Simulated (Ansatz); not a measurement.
Does relaxation matter for the field gradients of Ti3Al?

Start: a structure deposited in the COD (the entry's cell lengths or inner coordinates differ somewhat from later room-temperature determinations), taken as it stands.

```cif
data_Ti3Al
_symmetry_space_group_name_H-M 'P6_3/mmc'
_symmetry_Int_Tables_number 194
_cell_length_a 5.7640
_cell_length_b 5.7640
_cell_length_c 4.6640
_cell_angle_alpha 90.000
_cell_angle_beta 90.000
_cell_angle_gamma 120.000
loop_
_atom_site_label
_atom_site_type_symbol
_atom_site_symmetry_multiplicity
_atom_site_Wyckoff_symbol
_atom_site_fract_x
_atom_site_fract_y
_atom_site_fract_z
Ti Ti 6 h 0.8333 0.1667 0.2500
Al Al 2 c 0.3333 0.6667 0.2500
```

One atom of each set is listed.

Level of theory: DFT, PBE, plane waves and PAW, scalar-relativistic, 420 eV cutoff, Γ-centred 7×7×7 k-points, Fermi–Dirac smearing 0.05 eV (Ansatz 0.2.0).

The largest force at the start is 0.34 eV/Å. Relaxing the ions at fixed cell moves them by 0.031 Å at most (atom 1, Ti) and 0.027 Å rms.

```csv
site,moved (Å),first shell before,first shell after,V_zz before (10²¹ V/m²),η before
Ti,0.031,"4 Al at 2.86–2.88 Å, 8 Ti at 2.86–2.88 Å","8 Ti at 2.83–2.94 Å, 4 Al at 2.85–2.88 Å",-1.48,0.04
Al,0.000,12 Ti at 2.86–2.88 Å,12 Ti at 2.85–2.88 Å,0.23,0.00
```

(1) What are V_zz and η after the relaxation?

Results:

(1) 

```
site  V_zz after  η after  change of V_zz
  Ti       -1.71     0.13           -0.23
  Al       0.061     0.00           -0.17
```

The largest change of V_zz is on Ti, from -1.48 to -1.71.

With no gap above 0.1 eV, as in a metal, the gradients converge slowly in k; expect changes of a tenth or more on a denser mesh.
